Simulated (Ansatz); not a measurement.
Relaxed CsPbCl3 (cubic perovskite):

```xyz
5
Lattice="5.6735 0.0000 0.0000 0.0000 5.6735 0.0000 0.0000 0.0000 5.6735" Properties=species:S:1:pos:R:3 pbc="T T T"
Cs     0.0000     0.0000     0.0000
Pb     2.8368     2.8368     2.8368
Cl     0.0000     2.8368     2.8368
Cl     2.8368     2.8368     0.0000
Cl     2.8368     0.0000     2.8368
```

In this cell atom 1 (Cs, nearest neighbour Cl at 4.012 Å; its periodic images, 5.7 Å or more away, move with it) is moved by s towards the nearest neighbour, unit vector (-0.707, -0.707, 0.000); all other atoms and the cell stay fixed.

All values below come from r2SCAN (plane waves to 500 eV, PAW, scalar-relativistic; Ansatz, a first-principles code). k mesh 5×5×5 (Γ-centred), Fermi-Dirac smearing 0.05 eV. The energy includes the smearing's −TS. CsPbCl3 was relaxed with its symmetry unable to fall. Spin-orbit coupling is left out, though Pb is heavy. The PAW data are Ansatz's earlier set. This is a high-temperature form of CsPbCl3. ΔE is measured from the undisplaced structure.

| s (Å) | ΔE (meV/cell) |
|---|---|
| -1.200 | 659 |
| -0.960 | withheld |
| -0.720 | 96 |
| -0.480 | 28 |
| -0.240 | 5 |
| 0.000 | 0 |
| 0.240 | 5 |
| 0.480 | 28 |
| 0.720 | 96 |
| 0.960 | withheld |
| 1.200 | 659 |

Fit an even polynomial form (powers 2, 4, 6) to the given rows and predict ΔE at s = -0.960.

Least squares on the 9 given rows: ΔE = (77.66)·s² + (175.7)·s⁴ + (61.24)·s⁶, in meV/cell with s in Å; root-mean-square residual 0.0 meV/cell. At -0.960 the fit gives 269 meV/cell; the calculation gives 267 meV/cell, so the interpolation is off by 2 (+0.7 %). The quadratic term alone would give 72 meV/cell.

(For displaced atoms, the force is minus the slope of the energy, and its curvature is a force constant, which sets phonon frequencies.)
